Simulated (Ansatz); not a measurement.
KF (rock salt, space group No. 225), a = 5.319 Å, b = 5.319 Å, c = 5.319 Å, α = 90.00°, β = 90.00°, γ = 90.00°; the cell used has 2 atoms.

Relaxed with r²SCAN. Independent-particle spectrum: no excitons, no local fields, no scissors shift; 0.1 eV broadening; ε₁ of the summed bands alone.

Question: Tabulate the dielectric function from DFT-r²SCAN in the program Ansatz with PAW potentials.

Answer: 

| E (eV) | ε₁ xx | ε₂ xx |
|---|---|---|
| 0.0 | 1.89 | 0.00 |
| 0.5 | 1.89 | 0.00 |
| 1.0 | 1.89 | 0.00 |
| 1.5 | 1.90 | 0.00 |
| 2.0 | 1.91 | 0.00 |
| 2.5 | 1.92 | 0.00 |
| 3.0 | 1.93 | 0.00 |
| 3.5 | 1.95 | 0.00 |
| 4.0 | 1.98 | 0.00 |
| 4.5 | 2.00 | 0.00 |
| 5.0 | 2.04 | 0.00 |
| 5.5 | 2.09 | 0.00 |
| 6.0 | 2.15 | 0.00 |
| 6.5 | 2.26 | 0.00 |
| 7.0 | 2.49 | 0.13 |
| 7.5 | 2.45 | 0.32 |
| 8.0 | 2.44 | 0.41 |
| 8.5 | 2.48 | 0.48 |
| 9.0 | 2.64 | 0.73 |
| 9.5 | 2.49 | 0.99 |
| 10.0 | 2.35 | 1.17 |
| 10.5 | 2.15 | 1.38 |
| 11.0 | 1.78 | 1.72 |
| 11.5 | 0.96 | 0.84 |
| 12.0 | 1.90 | 0.25 |

Question: From ε at 7.9 eV (xx: 2.44 + 0.40i), find n, k, the normal reflectivity and the absorption coefficient.

Answer: n = 1.57, k = 0.128, R = 5 %, α = 2kE/ħc = 100000 cm⁻¹.

With all bands, ε∞ without local fields is 2.02. DFPT, with local fields, gives 1.93.

Space group Fm-3m (rock salt). Symmetry was held in the r²SCAN relaxation.

Potentials: the earlier of the program's two PAW sets. The files were generated under PBE; for other functionals the program regenerates the frozen cores, and for LDA and PBEsol the local potential too.
